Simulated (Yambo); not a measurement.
G0W0@PBEsol for RbCl (CsCl type, space group Pm-3m, No. 221) in Yambo. Reference settings: 4×4×4 Γ-centred k mesh, 216 bands and a 8 Ry block in the screening, 216 bands in G with the Bruneval-Gonze terminator, plasmon pole fitted at 27.2 eV. The PBEsol gap M → Γ on this mesh is 4.94 eV; G0W0 gaps are taken between the same points.

The settings were changed. The gap went from 7.79 eV to 7.72 eV, and the shift of the valence edge from -2.00 eV to -1.76 eV.

### Question
What was changed between the two runs?
A) 76 bands in G
B) 3 Ry block
C) 76 bands in W, 76 bands in G
D) 132 bands in W, 132 bands in G

### Answer
C, 76 bands in W, 76 bands in G. The others gave (gap, valence shift): 3 Ry block: 7.54, -1.78 eV; 132 bands in W, 132 bands in G: 7.76, -1.92 eV; 76 bands in G: 7.79, -1.97 eV.

Geometry relaxed with PBEsol; primitive cell a = b = c = 3.886 Å, α = β = γ = 90.00°.

This is not the ordinary phase of the substance.

A shift is the quasiparticle energy of the state minus its PBEsol energy.
